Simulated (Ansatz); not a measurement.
Data:

Li$_{3}$LaBi$_{2}$:
```yaml
crystal:
  lattice:
    - [4.73226, 0.00000, 0.00000]
    - [-2.36613, 4.09826, 0.00000]
    - [0.00000, 0.00000, 7.60376]
  atoms:
    - { symbol: Li, position: [0.66667, 0.33333, 0.35835] }
    - { symbol: Li, position: [0.33333, 0.66667, 0.64165] }
    - { symbol: Li, position: [0.00000, 0.00000, 0.50000] }
    - { symbol: La, position: [0.00000, 0.00000, 0.00000] }
    - { symbol: Bi, position: [0.66667, 0.33333, 0.74355] }
    - { symbol: Bi, position: [0.33333, 0.66667, 0.25645] }
```

This is the r²SCAN-relaxed structure.

### Question
All from plane-wave PAW r²SCAN (Ansatz code), unless another level is named. Give the smallest direct gap on the standard path.

### Answer
1.01 eV.

### Question
Give the electron effective mass.

### Answer
0.20, 0.23, 1.7 mₑ (principal values).

### Question
Predict the weight of the conduction-edge state by species (Voronoi cells).

### Answer
La 51 %, Li 31 %, Bi 19 %.

Space group P-3m1. The workflow started from a Materials Project entry (that database holds measured and hypothetical structures alike); the Crystallography Open Database files this formula in space group No. 164, but the cells were not matched. Whether it is the stable phase at ambient conditions was not checked. The cell was relaxed with r²SCAN under the symmetry of its start; its stability against distortions is not shown here. Scalar-relativistic: spin–orbit coupling is off unless named, which matters more the heavier the elements.

Potentials: the later of the program's two PAW sets.
